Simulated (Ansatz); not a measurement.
A relaxed cell of Si4N is given with its symmetry left out. The cell was found from a structure generator's guess, not taken from experiment.

Theory: Ansatz 0.2.0, DFT PBE, scalar-relativistic, plane waves, PAW. Cutoff 420 eV, Γ-centred mesh, Gaussian smearing, no spin polarisation.

```yaml
crystal:
  lattice:
    - [2.76518, 0.00000, 0.00000]
    - [-0.97213, 5.63837, 0.00000]
    - [-0.37094, -1.19798, 9.04213]
  atoms:
    - { symbol: Si, position: [0.31239, 0.13051, 0.21452] }
    - { symbol: Si, position: [0.05092, 0.63657, 0.07771] }
    - { symbol: Si, position: [0.40124, 0.44740, 0.43881] }
    - { symbol: Si, position: [0.11126, 0.77128, 0.33247] }
    - { symbol: Si, position: [0.12423, 0.07295, 0.55737] }
    - { symbol: Si, position: [0.69966, 0.68992, 0.67653] }
    - { symbol: Si, position: [0.46974, 0.33990, 0.80627] }
    - { symbol: Si, position: [0.67024, 0.98082, 0.88620] }
    - { symbol: N, position: [0.17235, 0.94088, 0.01247] }
    - { symbol: N, position: [0.48797, 0.48978, 0.99766] }
```

Formation energies are uncorrected and refer to the elements' standard structures at the same level (N₂ as a molecule).

Question: What space group does it have?

Answer: P1 (No. 1). Conventional cell: a = 2.765 Å, b = 5.722 Å, c = 9.129 Å, α = 97.0°, β = 92.3°, γ = 99.8°. Si on its first site is surrounded by 1 N at 2.01 Å and 2 Si at 2.43–2.54 Å; around Si on its second site lie 2 N at 1.72 Å, 1 N at 1.89 Å and 1 Si at 2.35 Å; around Si on its third site lie 4 Si at 2.43–2.54 Å and 3 Si at 2.75–2.77 Å; N on its first site has 3 Si at 1.83–1.89 Å and 1 Si at 2.01 Å; 6 more sites not described.

Question: How far does it lie from the elements in energy?

Answer: +0.09 eV/atom. A positive value: parting into the elements would lower its energy.

Question: Is it a metal?

Answer: Yes, bands cross the Fermi level on the 14×8×4 mesh.

The last run used a 14×8×4 mesh (in the run's order of axes) for its 10-atom cell and Gaussian smearing of 0.10 eV. This cell was reached by moving the atoms of another relaxed cell at random and relaxing again, last within the group found; it had no such test of its own.
